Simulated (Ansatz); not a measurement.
TiPd$_{3}$: computed DOS

```
CELL_PARAMETERS angstrom
3.82000 0.00000 0.00000
0.00000 3.82000 0.00000
0.00000 0.00000 3.82000
ATOMIC_POSITIONS crystal
Ti 0.00000 0.00000 0.00000
Pd 0.00000 0.50000 0.50000
Pd 0.50000 0.00000 0.50000
Pd 0.50000 0.50000 0.00000
```

The cell is COD entry 1522883, as deposited and not checked against the literature; nothing was relaxed.

Spin polarisation is left out, and whether a magnetic state lies lower isn't shown here.

Computed with DFT, LDA, all-electron LAPW, scalar-relativistic (Ansatz 0.2.0).

Settings: a Γ-centred 11×11×11 k mesh, Fermi–Dirac smearing of 0.05 eV, basis error target 1 meV/atom, no spin polarisation.

(1) Which of the resolved shells contributes most within 0.3 eV of the Fermi level?

(2) Where is the centre of the filled Pd 4d states between -14 eV and the top of the filled states?

(3) Tabulate the density of states.

Answers

(1) Ti 3d, with 74 % of all states there; Pd 4d follows with 16 %.

(2) -3.89 eV from the Fermi level.

(3) States per eV and cell, averaged over 0.4 eV, from -8.6 to 6.8 eV, with energies (bin centres) from the Fermi level; empty bins are left out. The partial columns, the largest 4 alone, are projections on Löwdin-orthogonalised atomic shells (those that the program's projection atoms carry: the occupied ones and, for some elements, an empty d or f shell; other empty shells have no column), summed over atoms of an element. Weights on diffuse s and p shells depend on that basis and aren't pure angular character.
```
E (eV)  total  Pd 4d  Ti 3d  Ti 4s  Pd 4s
  -8.5   0.00   0.00   0.00   0.00   0.00
  -8.1   0.14   0.00   0.00   0.12   0.01
  -7.7   0.25   0.01   0.00   0.22   0.01
  -7.3   0.37   0.03   0.00   0.29   0.01
  -6.9   0.54   0.09   0.01   0.36   0.02
  -6.5   1.68   0.98   0.08   0.43   0.02
  -6.1   5.50   4.35   0.46   0.37   0.03
  -5.7   8.92   7.45   0.69   0.51   0.03
  -5.3   7.06   6.28   0.49   0.12   0.01
  -4.9   5.23   4.82   0.28   0.02   0.00
  -4.5   5.91   5.38   0.34   0.05   0.00
  -4.1   5.78   5.15   0.30   0.14   0.00
  -3.7   5.70   5.03   0.28   0.12   0.00
  -3.3   8.62   7.48   0.83   0.06   0.00
  -2.9   7.14   5.91   0.71   0.04   0.00
  -2.5   6.98   6.04   0.59   0.04   0.00
  -2.1   3.95   3.36   0.32   0.09   0.00
  -1.7   3.87   2.57   0.64   0.39   0.00
  -1.3   4.04   2.74   0.74   0.28   0.00
  -0.9   2.57   1.92   0.36   0.08   0.00
  -0.5   0.42   0.16   0.13   0.02   0.00
  -0.1   0.55   0.08   0.38   0.00   0.00
   0.3   8.27   1.41   6.03   0.06   0.00
   0.7   7.06   1.50   4.92   0.12   0.00
   1.1   4.19   0.90   2.55   0.08   0.00
   1.5   3.01   0.45   1.57   0.08   0.00
   1.9   1.41   0.17   0.61   0.02   0.00
   2.3   0.82   0.07   0.22   0.01   0.00
   2.7   0.58   0.04   0.14   0.02   0.00
   3.1   0.78   0.05   0.18   0.08   0.00
   3.5   1.44   0.07   0.27   0.09   0.00
   3.9   1.36   0.06   0.19   0.05   0.00
   4.3   1.07   0.04   0.12   0.03   0.00
   4.7   0.98   0.03   0.08   0.02   0.00
   5.1   0.93   0.02   0.06   0.01   0.00
   5.5   0.80   0.01   0.04   0.01   0.00
   5.9   0.69   0.01   0.03   0.01   0.00
   6.3   0.60   0.01   0.02   0.00   0.00
   6.7   0.43   0.00   0.01   0.00   0.00
```
